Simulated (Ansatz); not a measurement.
Ti$_{2}$C in space group Fd-3m (No. 227; Ti on 32e, C on 16d) under volume change, the program Ansatz at the PBEsol level (PAW), shape and atoms relaxed at each volume.

```json
[
 {"V (Å³/atom)": "11.841", "E − E(relaxed) (meV/atom)": "58.2", "P (GPa)": "17.21"},
 {"V (Å³/atom)": "12.231", "E − E(relaxed) (meV/atom)": "24.5", "P (GPa)": "10.58"},
 {"V (Å³/atom)": "12.622", "E − E(relaxed) (meV/atom)": "5.8", "P (GPa)": "4.88"},
 {"V (Å³/atom)": "13.012", "E − E(relaxed) (meV/atom)": "0.0", "P (GPa)": "0.00"},
 {"V (Å³/atom)": "13.402", "E − E(relaxed) (meV/atom)": "5.2", "P (GPa)": "-4.16"},
 {"V (Å³/atom)": "13.793", "E − E(relaxed) (meV/atom)": "(withheld)", "P (GPa)": "(withheld)"},
 {"V (Å³/atom)": "14.183", "E − E(relaxed) (meV/atom)": "(withheld)", "P (GPa)": "(withheld)"}
]
```

Fill in the missing entries.


- 13.793, E − E(relaxed) (meV/atom): 19.8
- 13.793, P (GPa): -7.70
- 14.183, E − E(relaxed) (meV/atom): 42.3
- 14.183, P (GPa): -10.69

What does a third-order Birch–Murnaghan fit give for V₀, B₀ and B′?

V₀ = 13.01 Å³/atom, B₀ = 149 GPa, B′ = 4.3.

The workflow started from a Materials Project entry (that database holds measured and hypothetical structures alike); the Crystallography Open Database copy checked does not list it. Whether it is the stable phase at ambient conditions was not checked. The cell was relaxed with PBEsol under the symmetry of its start; whether a distortion lowers the energy is not shown. No spin polarisation was allowed.

Potentials: the earlier of the program's two PAW sets. The files were generated under PBE; for other functionals the program regenerates the frozen cores, and for LDA and PBEsol the local potential too.
